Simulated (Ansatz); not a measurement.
**VS, first-principles data**

VS:
```yaml
crystal:
  lattice:
    - [3.09474, 0.00000, 0.00000]
    - [-1.54737, 2.68012, 0.00000]
    - [0.00000, 0.00000, 6.01168]
  atoms:
    - { symbol: V, position: [0.00000, 0.00000, 0.00000] }
    - { symbol: V, position: [0.00000, 0.00000, 0.50000] }
    - { symbol: S, position: [0.66667, 0.33333, 0.25000] }
    - { symbol: S, position: [0.33333, 0.66667, 0.75000] }
```

Space group P6_3/mmc (No. 194), NiAs type; conventional cell a = 3.095 Å, b = 3.095 Å, c = 6.012 Å, α = 90.00°, β = 90.00°, γ = 120.00°.

Method: DFT-LDA in the program Ansatz with PAW potentials. Structure relaxed to zero pressure with the same functional. Other levels are named where they apply.

Cell and energy:

```yaml
volume_per_atom: 12.47 Å³
density: 5.53 g/cm³
Formation energy from the elements (no fitted shifts): -1118 meV/atom
```

Electronic structure:

```yaml
electronic_character: metallic (no gap)
Density of states at the Fermi level: 0.65 states/eV per atom (mean over ±0.08 eV)
```

Mechanics:

```yaml
Bulk modulus (Birch–Murnaghan fit): 194 GPa
Pressure derivative B′: 4.4
Elastic constants (relaxed ions, GPa): C11 = 315, C12 = 102, C13 = 135, C33 = 429, C44 = 209
mechanical_stability: stable (all eigenvalues of C positive)
hill_bulk_and_shear_moduli: 197 and 143 GPa
Young's modulus: 346 GPa
Poisson's ratio: 0.21
debye_temperature_from_the_elastic_constants: 722 K
```

Phonons:

```yaml
highest_zone_centre_frequency: 420 cm⁻¹
zone_centre_stability: no imaginary mode at Γ
```

The workflow started from a Materials Project entry (that database holds measured and hypothetical structures alike); the Crystallography Open Database files this formula in space group No. 194, but the cells were not matched. Whether it is the stable phase at ambient conditions was not checked. The LDA relaxation kept the symmetry of its start. No spin polarisation was allowed. As this level gives no gap, shear constants depend on the k-mesh and smearing (Fermi–Dirac, 0.1 eV here). As this level gives no gap, phonon frequencies hold no LO–TO term and depend on the k-mesh and smearing (Fermi–Dirac, 0.1 eV here). On the denser mesh and wider smearing of the elastic run this cell carries a stress of 0.3 GPa. The references are the lowest solids computed at this level, not always the standard phases.

Potentials: the later of the program's two PAW sets.
